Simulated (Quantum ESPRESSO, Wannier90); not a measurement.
**Wannier functions of TlCl (rock salt)**

```
begin unit_cell_cart
ang
    0.0000000000    3.2195500000    3.2195500000
    3.2195500000    0.0000000000    3.2195500000
    3.2195500000    3.2195500000    0.0000000000
end unit_cell_cart
begin atoms_frac
Tl   0.0000000000  0.0000000000  0.0000000000
Cl   0.5000000000  0.5000000000  0.5000000000
end atoms_frac
```

Cell from Materials Project (mp-569639), symmetrised, no further relaxation. Not found in the COD (Crystallography Open Database) copy used, which has the formula in other groups; not checked further. Method: PBEsol plane waves in Quantum ESPRESSO 7.5 (PseudoDojo norm-conserving files, 50 Ry, no spin polarisation, no spin-orbit coupling), Bloch states on a 8×8×8 mesh through Γ, Wannier90 4.0.1. Density: 8×8×8 mesh, cold smearing 0.01 Ry. Spin-orbit coupling is left out although heavy elements are present.

A tight-binding model is made by disentanglement and projection with no localisation steps (num_iter = 0), so the 8 orbitals stay atom-like: hydrogen-like Tl: s;p; Cl: s;p, axes along x, y, z; frozen window up to 3.79 eV relative to the valence-band maximum. It follows pw.x to 2.1 meV rms for states up to 3.3 eV relative to the valence-band maximum. Matrix elements depend on this choice of orbitals and windows. Bands 2–6 (Tl 5d 99 %) lie between the kept ones and are excluded.

What are the on-site energies relative to the valence-band maximum, and how fast do the hoppings decay?


```json
[
 {"atom": "Tl1", "orbitals": "s", "energy (eV)": "-3.39"},
 {"atom": "Tl1", "orbitals": "pz px py", "energy (eV)": "4.45"},
 {"atom": "Cl2", "orbitals": "s", "energy (eV)": "-13.59"},
 {"atom": "Cl2", "orbitals": "pz px py", "energy (eV)": "-1.65"}
]
```

| distance of the centres (Å) | largest modulus (eV) |
|---|---|
| 3–4 | 1.2 |
| 4–5 | 0.25 |
| 5–6 | 0.0086 |
| 6–7 | 0.26 |
| 7–8 | 0.021 |
| 9–10 | 0.022 |
| 10–11 | 0.013 |
| 11–12 | 0.0014 |
| 12–13 | 0.013 |
